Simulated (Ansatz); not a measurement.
Si$_{3}$N$_{4}$:
```cif
data_N8Si6
_chemical_formula_sum 'Si6 N8'
_space_group_name_H-M_alt 'P 1'
_space_group_IT_number 1
_cell_length_a 7.62466
_cell_length_b 7.62466
_cell_length_c 2.91047
_cell_angle_alpha 90.000
_cell_angle_beta 90.000
_cell_angle_gamma 120.000
loop_
_space_group_symop_operation_xyz
  'x, y, z'
loop_
_atom_site_label
_atom_site_type_symbol
_atom_site_fract_x
_atom_site_fract_y
_atom_site_fract_z
_atom_site_occupancy
Si1 Si 0.17396 0.76758 0.25000 1
Si2 Si 0.40638 0.17396 0.75000 1
Si3 Si 0.23242 0.40638 0.25000 1
Si4 Si 0.82604 0.23242 0.75000 1
Si5 Si 0.59362 0.82604 0.25000 1
Si6 Si 0.76758 0.59362 0.75000 1
N1 N 0.33333 0.66667 0.25000 1
N2 N 0.66667 0.33333 0.75000 1
N3 N 0.33000 0.02963 0.25000 1
N4 N 0.30037 0.33000 0.75000 1
N5 N 0.97037 0.30037 0.25000 1
N6 N 0.67000 0.97037 0.75000 1
N7 N 0.69963 0.67000 0.25000 1
N8 N 0.02963 0.69963 0.75000 1
```

Relaxed with PBEsol.

### Question
Which orbitals make up the states near the band edges in PBEsol (plane waves, PAW; program Ansatz)?

### Answer
Top 1 eV of the valence band: N 2p 94 %. Bottom 1 eV of the conduction band: Si 3p 46 %, N 2s 17 %, Si 3s 11 %, N 2p 6 %, outside the projected shells 19 %. Projections are on Löwdin-orthogonalised atomic valence shells; empty p or d shells of many metals are not among them.

### Question
Tabulate the density of states.

### Answer
States/eV per cell of 14 atoms, in 0.25 eV bins, energy from the valence-band maximum.

| E (eV) | total | N 2p | Si 3p | N 2s |
|---|---|---|---|---|
| -7.86 | 4.89 | 2.96 | 0.73 | 0.35 |
| -7.61 | 2.64 | 1.60 | 0.41 | 0.19 |
| -7.36 | 2.52 | 1.54 | 0.51 | 0.16 |
| -7.11 | 3.76 | 2.33 | 0.84 | 0.22 |
| -6.86 | 5.05 | 3.16 | 1.10 | 0.32 |
| -6.61 | 3.13 | 1.99 | 0.74 | 0.15 |
| -6.36 | 4.60 | 2.96 | 1.22 | 0.16 |
| -6.11 | 4.59 | 3.01 | 1.13 | 0.16 |
| -5.86 | 6.32 | 4.27 | 1.53 | 0.21 |
| -5.61 | 5.39 | 3.70 | 1.30 | 0.18 |
| -5.36 | 5.43 | 3.80 | 1.30 | 0.13 |
| -5.11 | 8.13 | 5.77 | 1.93 | 0.19 |
| -4.86 | 8.66 | 6.25 | 1.90 | 0.25 |
| -4.61 | 9.57 | 7.13 | 1.97 | 0.20 |
| -4.36 | 6.52 | 4.94 | 1.25 | 0.15 |
| -4.11 | 6.19 | 4.77 | 1.14 | 0.13 |
| -3.86 | 4.14 | 3.25 | 0.69 | 0.09 |
| -3.61 | 4.90 | 3.94 | 0.73 | 0.09 |
| -3.36 | 7.08 | 5.88 | 0.95 | 0.08 |
| -3.11 | 5.61 | 4.72 | 0.55 | 0.17 |
| -2.86 | 5.99 | 5.17 | 0.49 | 0.13 |
| -2.61 | 2.23 | 1.89 | 0.16 | 0.09 |
| -2.36 | 1.52 | 1.31 | 0.10 | 0.07 |
| -2.11 | 5.00 | 4.31 | 0.35 | 0.18 |
| -1.86 | 7.45 | 6.63 | 0.38 | 0.18 |
| -1.61 | 9.45 | 8.67 | 0.29 | 0.12 |
| -1.36 | 9.69 | 8.86 | 0.36 | 0.14 |
| -1.11 | 5.61 | 5.20 | 0.19 | 0.07 |
| -0.86 | 3.83 | 3.55 | 0.14 | 0.04 |
| -0.61 | 3.63 | 3.39 | 0.13 | 0.03 |
| -0.36 | 3.53 | 3.33 | 0.11 | 0.01 |
| -0.11 | 0.90 | 0.86 | 0.02 | 0.00 |
| 0.14 | 0.00 | 0.00 | 0.00 | 0.00 |
| 0.39 | 0.00 | 0.00 | 0.00 | 0.00 |
| 0.64 | 0.00 | 0.00 | 0.00 | 0.00 |
| 0.89 | 0.00 | 0.00 | 0.00 | 0.00 |
| 1.14 | 0.00 | 0.00 | 0.00 | 0.00 |
| 1.39 | 0.00 | 0.00 | 0.00 | 0.00 |
| 1.64 | 0.00 | 0.00 | 0.00 | 0.00 |
| 1.89 | 0.00 | 0.00 | 0.00 | 0.00 |
| 2.14 | 0.00 | 0.00 | 0.00 | 0.00 |
| 2.39 | 0.00 | 0.00 | 0.00 | 0.00 |
| 2.64 | 0.00 | 0.00 | 0.00 | 0.00 |
| 2.89 | 0.00 | 0.00 | 0.00 | 0.00 |
| 3.14 | 0.00 | 0.00 | 0.00 | 0.00 |
| 3.39 | 0.00 | 0.00 | 0.00 | 0.00 |
| 3.64 | 0.00 | 0.00 | 0.00 | 0.00 |
| 3.89 | 0.00 | 0.00 | 0.00 | 0.00 |
| 4.14 | 0.01 | 0.00 | 0.00 | 0.00 |
| 4.39 | 0.32 | 0.01 | 0.15 | 0.05 |
| 4.64 | 4.29 | 0.21 | 1.94 | 0.81 |
| 4.89 | 5.11 | 0.32 | 2.35 | 0.90 |
| 5.14 | 5.96 | 0.42 | 2.96 | 0.87 |
| 5.39 | 6.26 | 0.51 | 3.05 | 0.91 |
| 5.64 | 6.58 | 0.66 | 3.19 | 0.91 |
| 5.89 | 5.18 | 0.56 | 2.50 | 0.73 |
| 6.14 | 6.83 | 0.75 | 3.17 | 1.07 |
| 6.39 | 4.85 | 0.51 | 2.33 | 0.73 |
| 6.64 | 5.96 | 0.65 | 2.90 | 0.87 |
| 6.89 | 7.06 | 0.84 | 3.09 | 0.97 |
| 7.14 | 5.91 | 0.80 | 2.43 | 0.73 |
| 7.39 | 8.28 | 1.21 | 3.20 | 0.97 |
| 7.64 | 6.81 | 1.05 | 2.88 | 0.64 |
| 7.89 | 6.72 | 1.05 | 2.70 | 0.70 |
| 8.14 | 5.87 | 1.01 | 2.32 | 0.51 |
| 8.39 | 3.73 | 0.59 | 1.64 | 0.24 |
| 8.64 | 4.78 | 0.85 | 1.90 | 0.27 |
| 8.89 | 7.72 | 1.32 | 2.85 | 0.42 |

Space group P6_3/m. The cell was relaxed with PBEsol under the symmetry of its start; of distortions, only those at the zone centre were tested.

Potentials: the later of the program's two PAW sets.
